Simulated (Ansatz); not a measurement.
Here is the system:

MgIn₂S₄:
```cif
data_In16Mg8S32
_chemical_formula_sum 'Mg8 In16 S32'
_space_group_name_H-M_alt 'Fd-3m :1'
_space_group_IT_number 227
_space_group_name_Hall 'F 4d 2 3 -1d'
_cell_length_a 10.66159
_cell_length_b 10.66159
_cell_length_c 10.66159
_cell_angle_alpha 90.000
_cell_angle_beta 90.000
_cell_angle_gamma 90.000
loop_
_atom_site_label
_atom_site_type_symbol
_atom_site_symmetry_multiplicity
_atom_site_Wyckoff_symbol
_atom_site_fract_x
_atom_site_fract_y
_atom_site_fract_z
_atom_site_occupancy
Mg1 Mg 8 a 0.00000 0.00000 0.00000 1
In1 In 16 d 0.62500 0.62500 0.62500 1
S1 S 32 e 0.38211 0.38211 0.38211 1
```
(The calculation used a cell of 14 atoms; values per cell refer to that cell.)

This is the LDA-relaxed structure.

Task: All from LDA in the plane-wave PAW code Ansatz, unless another level is named. Give the hole effective mass, band 2 of 3 at the edge.

Result: 0.48 along [100], 0.64 along [110], 0.58 along [111] (mₑ).

Task: Predict the hole effective mass, band 1 of 3 at the edge.

Result: 5.1 along [100], 1.4 along [110], 1.1 along [111] (mₑ).

Task: Give the formation energy from the elements (no fitted shifts).

Result: -84 kJ/mol-atom.

Task: Give the electron effective mass, band 1 of 3 at the edge.

Result: 0.60 along [100], 0.44 along [110], 0.41 along [111] (mₑ).

The workflow started from a Materials Project entry (that database holds measured and hypothetical structures alike); the Crystallography Open Database files this formula in space group No. 227, but the cells were not matched. Its standing as an ambient phase is unchecked. Symmetry was held in the LDA relaxation; of distortions, only those at the zone centre were tested. The references are the lowest solids computed at this level, not always the standard phases. Scalar-relativistic: spin–orbit coupling is off unless named, which matters more the heavier the elements.

Potentials: the later of the program's two PAW sets.

Edges and masses are those of Kohn–Sham bands, whose gap is no quasiparticle gap.
